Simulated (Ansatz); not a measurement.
A geometry of ZnCu₂SnSe₄ away from equilibrium: step 2 of the relaxation of a relaxed ZnCu2SnSe4 cell shaken by Gaussian noise of σ = 0.08 Å a coordinate. Computed with PBE (plane waves to 420 eV, PAW, scalar-relativistic; Ansatz, a program for electronic structure). Γ-centred k-mesh 4×4×3 on the run's cell (coarser than for final values), Fermi–Dirac smearing 0.05 eV.

```
CELL_PARAMETERS angstrom
      6.55549     0.00942    -0.01342
     -3.26959     5.66268     0.00679
     -0.01571     0.00010     7.75365
ATOMIC_POSITIONS crystal
  Cu 0.65795 0.32782 0.24815
  Cu 0.30883 0.64829 0.24674
  Se 0.48644 0.48936 0.41506
  Se 0.98342 0.47815 0.42598
  Se 0.48963 0.98721 0.42065
  Se 0.00280 0.98963 0.04993
  Sn 0.03466 0.03547 0.39007
  Zn 0.00862 0.01366 0.74226
```

Task: Which atoms carry the largest force, and which way does it point?

Result: 0.41 eV/Å, on Sn7 (atoms numbered as listed); on Sn7 its components are (0.15, 0.36, 0.12).

Task: What is the pressure?

Result: +0.2 GPa, compression positive.

Task: How much energy per atom can still be gained by relaxing?

Result: 0.55 to 0.56 eV/atom (the two k-meshes of the run give this range); the path ends in P1 (No. 1).

No spin polarisation in the result.

The end of the path is a generated cell of ZnCu2SnSe4: the first start was made by a random draw of sites in a space group, and the end was not matched to a known phase here, so it may be hypothetical. Known forms of ZnCu2SnSe4 include space group No. 82.
